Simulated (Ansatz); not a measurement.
W (bcc, W type)

```yaml
crystal:
  lattice:
    - [-3.16928, 3.16928, 3.16928]
    - [0.00000, 0.00000, 3.16928]
    - [0.00000, 3.16928, 0.00000]
  atoms:
    - { symbol: W, position: [0.00000, 0.00000, 0.00000] }
    - { symbol: W, position: [0.50000, 0.00000, 0.00000] }
```

A phonon eigenvector at H = (0.5, 0.5, 0.5) is frozen into this cell: atom i moves by Q times the vector below, so Q is the largest atomic displacement, in Å. The cell is held. It is one choice among 3 degenerate patterns. (q is in reciprocal vectors of the primitive cell; the cell shown is doubled to hold the pattern.)

```json
[
 {"atom": "W1", "x": "0.000", "y": "0.000", "z": "-1.000"},
 {"atom": "W2", "x": "0.000", "y": "0.000", "z": "1.000"}
]
```

The numbers are results of r2SCAN (plane waves to 500 eV, PAW, scalar-relativistic; Ansatz, a quantum-chemistry and plane-wave program), not measurements. k mesh 21×21×21 (Γ-centred), Fermi-Dirac smearing 0.05 eV. The energy includes the smearing's −TS. Compression counts positive. With partly filled bands, energies and forces of such displacements shift with the k mesh and the smearing. On this mesh the relaxed cell isn't quite at rest: it carries a pressure of -0.1 GPa (compression positive) at the zero of the scan. Spin-orbit coupling is left out, though W is heavy. W is run without spin polarisation. W was relaxed with its symmetry unable to fall. The zero of ΔE is the undisplaced structure.

```csv
Q (Å),ΔE (eV/cell),−dE/dQ from forces (eV/Å),P (GPa)
-0.100,0.220,4.404,3.8
-0.083,0.153,3.664,2.6
-0.067,0.098,2.928,1.6
-0.050,0.055,2.192,0.8
-0.033,0.025,1.474,0.3
-0.017,0.006,0.744,0.0
0.000,0.000,0.000,-0.1
0.017,0.006,-0.744,0.0
0.033,0.025,-1.474,0.3
0.050,0.055,-2.192,0.8
0.067,0.098,-2.928,1.6
0.083,0.153,-3.664,2.6
0.100,0.220,-4.404,3.8
```

Key numbers:

| Quantity | Value |
|---|---|
| Energy at Q = 0.100 Å | 220 meV/cell |
| Space group of the distorted cell | P4/nmm (No. 129), lowered from Im-3m |
| Symmetry of the curve | even: the same for both signs |
| Shape of the curve | a single well with its minimum at or next to zero displacement |
| Harmonic wavenumber from the curvature (finite differences) | 182 cm⁻¹ |
| Wavenumber by perturbation theory (DFPT, on another k mesh) | 176 cm⁻¹ |

(For displaced atoms, the force is minus the slope of the energy, and its curvature is a force constant, which sets phonon frequencies.)
